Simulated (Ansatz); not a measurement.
W: rigid cleavage

Method: Ansatz, DFT PBEsol, scalar-relativistic, plane waves, PAW. Cutoff 420 eV, Γ-centred 18×18×5 k-points, Gaussian smearing of 0.15 eV. Spin–orbit coupling is left out, which can shift energies with elements as heavy as these. No spin polarisation. Energies are free energies at this smearing, counted from the undisturbed cell; pressure is positive in compression.

The starting cell (as given, not relaxed at this level; it stands at -11.4 GPa):

```
CELL_PARAMETERS angstrom
-1.59730 1.59730 -1.59730
-1.59730 -1.59730 1.59730
0.00000 6.38920 6.38920
ATOMIC_POSITIONS crystal
W 0.00000 0.00000 0.87500
W 0.50000 0.50000 0.12500
W 0.00000 0.00000 0.37500
W 0.50000 0.50000 0.62500
```

The cut lies on the cell's a–b face, a (0 1 1) plane (indices in the standard cell, whose axes needn't be the Cartesian ones shown) of area 7.22 Å², between layers 2.26 Å apart. Vector c is lengthened by d along the normal with the atoms' Cartesian places fixed: one unrelaxed cut a cell. The cell is metallic on the mesh throughout. At -11 GPa the given cell is far from its own equilibrium, so these figures belong to a strongly strained crystal.

| d (Å) | energy (J/m²) |
| --- | --- |
| -0.30 | 0.72 |
| -0.15 | 0.06 |
| 0.00 | 0.00 |
| 0.25 | 0.71 |
| 0.50 | 1.86 |
| 0.75 | 3.08 |
| 1.00 | 4.18 |
| 1.50 | 5.75 |
| 2.00 | 6.61 |
| 3.00 | 7.27 |
| 4.50 | 7.41 |
| 6.00 | 7.42 |

(1) Predict the traction dE/dd (GPa) at each point.

Results:

(1)
| d (Å) | traction dE/dd (GPa) |
| --- | --- |
| -0.30 | -69.7 |
| -0.15 | -21.6 |
| 0.00 | 11.5 |
| 0.25 | 40.5 |
| 0.50 | 49.2 |
| 0.75 | 47.3 |
| 1.00 | 39.9 |
| 1.50 | 23.4 |
| 2.00 | 12.3 |
| 3.00 | 2.8 |
| 4.50 | 0.1 |
| 6.00 | 0.0 |